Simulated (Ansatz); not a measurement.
This cell of Si (diamond) is off equilibrium:

```yaml
crystal:
  lattice:
    - [0.00000, 2.73515, 2.73515]
    - [2.73515, 0.00000, 2.73515]
    - [2.73515, 2.73515, 0.00000]
  atoms:
    - { symbol: Si, position: [0.50000, 0.50000, 0.50000] }
    - { symbol: Si, position: [0.80192, 0.69808, 0.69808] }
```

Calculation: PBE (plane waves to 420 eV, PAW, scalar-relativistic; Ansatz, a quantum-chemistry and plane-wave program). k mesh 8×8×8 (Γ-centred), Fermi-Dirac smearing 0.05 eV. The energy includes the smearing's −TS. Stress and pressure are positive under compression. As the smearing reaches across the gap at some points, energies and forces of such displacements shift with the k mesh and the smearing. Si was relaxed with its symmetry unable to fall.

Task: What forces act on the atoms (eV/Å, Cartesian)?

Result: 
| atom | Fx | Fy | Fz |
|---|---|---|---|
| Si1 | -3.283 | 0.000 | 0.000 |
| Si2 | 3.283 | 0.000 | 0.000 |

Task: What is the stress tensor (GPa)?

Result: 
```
   -0.9      0.0      0.0
    0.0      4.2     11.2
    0.0     11.2      4.2
```
The pressure, a third of the trace, is 2.5 GPa.

Task: In it atom 2 sits (-0.284, 0.000, 0.000) Å away from its relaxed site. What is its energy relative to the relaxed cell?

Result: 491 meV/cell.

(A displaced cell: forces are minus the slopes of the energy, force constants its curvatures, and phonons follow from these.)
